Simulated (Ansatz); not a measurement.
The relaxed structure here is a generated cell of Ca2RuO4: the first start was made by placing the elements on the sites of a structure type, and the end was not matched to a known phase here, so it may be hypothetical.

One starting cell of Ca₂RuO₄ (a generated cell, Ca2RuO4 built in the AFLOW prototype A2BC4_tI14_82_bc_a_g (E3, as in Al2CdS4)) was relaxed twice with Ansatz (plane waves, PAW, scalar-relativistic): with PBEsol at 420 eV and with PBE at 420 eV. The PBEsol result:

Space group I-4 (No. 82); a = b = 4.625 Å, c = 11.509 Å, α = β = γ = 90.00°

```json
[
 {"atom": "Ca", "site": "2b", "symmetry": "-4..", "x": "0.0000", "y": "0.0000", "z": "0.5000"},
 {"atom": "Ca", "site": "2d", "symmetry": "-4..", "x": "0.5000", "y": "0.0000", "z": "0.2500"},
 {"atom": "Ru", "site": "2a", "symmetry": "-4..", "x": "0.0000", "y": "0.0000", "z": "0.0000"},
 {"atom": "O", "site": "8g", "symmetry": "1", "x": "0.3081", "y": "0.2667", "z": "0.3915"}
]
```
(The calculation used a cell of 7 atoms; values per cell refer to that cell.)

| quantity | PBEsol | PBE |
|---|---|---|
| space group | I-4 | I-4 |
| volume (Å³/atom) | 17.59 | (withheld) |
| a (Å) | 4.625 | (withheld) |
| c (Å) | 11.509 | (withheld) |
| gap (eV, no spin-orbit coupling) | 0.22 | (withheld) |

What does PBE give for the same quantities?


- volume (Å³/atom), PBE: 18.51
- a (Å), PBE: 4.760
- c (Å), PBE: 11.439
- gap (eV, no spin-orbit coupling), PBE: 0.41

Both levels end in the same structure; PBE's volume is 5.3 % larger; its gap is 0.19 eV larger. Neither column is exact.

No spin polarisation in the result. No Hubbard U is applied.

The run could not lose the symmetry of its start: the end is stationary, and may be a saddle point rather than a minimum.

Ansatz is a quantum-chemistry and plane-wave program.
